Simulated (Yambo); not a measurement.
G0W0@PBEsol for Ca$_{2}$Si (space group Pnma, No. 62) in Yambo. Reference settings: 2×2×1 Γ-centred k mesh, bands 9 to 349 and a 6 Ry block in the screening, 349 bands in G with the Bruneval-Gonze terminator, plasmon pole fitted at 27.2 eV. The PBEsol gap Γ → Γ on this mesh is 0.23 eV; G0W0 gaps are taken between the same points.

The settings were changed. The gap went from 0.67 eV to 0.64 eV, and the shift of the valence edge from -0.12 eV to 0.05 eV.

Task: What was changed between the two runs?
A. 1×2×1 mesh
B. 138 bands in G
C. 138 bands in G, no terminator
D. 3 Ry block

Result: B, 138 bands in G. The others gave (gap, valence shift): 1×2×1 mesh: 0.63, -0.08 eV; 138 bands in G, no terminator: 0.57, 0.53 eV; 3 Ry block: 0.55, 0.00 eV.

Geometry of the Materials Project entry, not relaxed at this level; primitive cell a = 7.6055 Å, b = 4.8322 Å, c = 9.0219 Å, α = β = γ = 90.00°.

The structure is a Materials Project entry; no match was found in the copy of COD used, and its stability was not checked.

A shift is the quasiparticle energy of the state minus its PBEsol energy.
